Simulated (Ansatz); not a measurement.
Here is the system:

HfO$_{2}$:
```xyz
24
Lattice="5.0636 0.0000 0.0000 0.0000 10.0126 0.0000 0.0000 0.0000 5.2301" Properties=species:S:1:pos:R:3 pbc="T T T"
Hf     3.8213     1.1565     2.4317
Hf     1.2423     8.8561     2.7983
Hf     3.7741     8.8561     5.0468
Hf     1.2895     1.1565     0.1833
Hf     1.2895     3.8498     2.7983
Hf     3.7741     6.1628     2.4317
Hf     1.2423     6.1628     0.1833
Hf     3.8213     3.8498     5.0468
O      5.0516     4.7771     1.3677
O      0.0119     5.2354     3.8624
O      2.5437     5.2354     3.9827
O      2.5198     4.7771     1.2474
O      2.5198     0.2292     3.8624
O      2.5437     9.7834     1.3677
O      0.0119     9.7834     1.2474
O      5.0516     0.2292     3.9827
O      3.1773     2.9020     3.2730
O      1.8862     7.1105     1.9571
O      4.4180     7.1105     0.6579
O      0.6455     2.9020     4.5722
O      0.6455     2.1042     1.9571
O      4.4180     7.9083     3.2730
O      1.8862     7.9083     4.5722
O      3.1773     2.1042     0.6579
```

This is the r²SCAN-relaxed structure. Tensor components refer to the Cartesian frame of this cell.

Task: All from plane-wave PAW r²SCAN (Ansatz code), unless another level is named. Estimate the hole effective mass.

Result: 1.5, 1.9, 6.1 mₑ (principal values).

Task: And the band gap?

Result: 4.83 eV (indirect).

Task: Next, the formation energy from the elements (no fitted shifts)?

Result: -3.75 eV/atom.

Task: And the conduction-band minimum?

Result: off the standard path, at k = (0.359, 0.000, 0.198) in fractions of the reciprocal vectors.

Space group Pbca. The workflow started from a Materials Project entry (that database holds measured and hypothetical structures alike); the Crystallography Open Database files this formula in space group No. 61, but the cells were not matched. It is not the phase usual at ambient conditions (space group No. 14, 29). Symmetry was held in the r²SCAN relaxation; whether a distortion lowers the energy is not shown. The run is not spin-polarised. The references are the lowest solids computed at this level, not always the standard phases (solids in place of the gases). Scalar-relativistic: spin–orbit coupling is off unless named, which matters more the heavier the elements.

Potentials: the earlier of the program's two PAW sets.
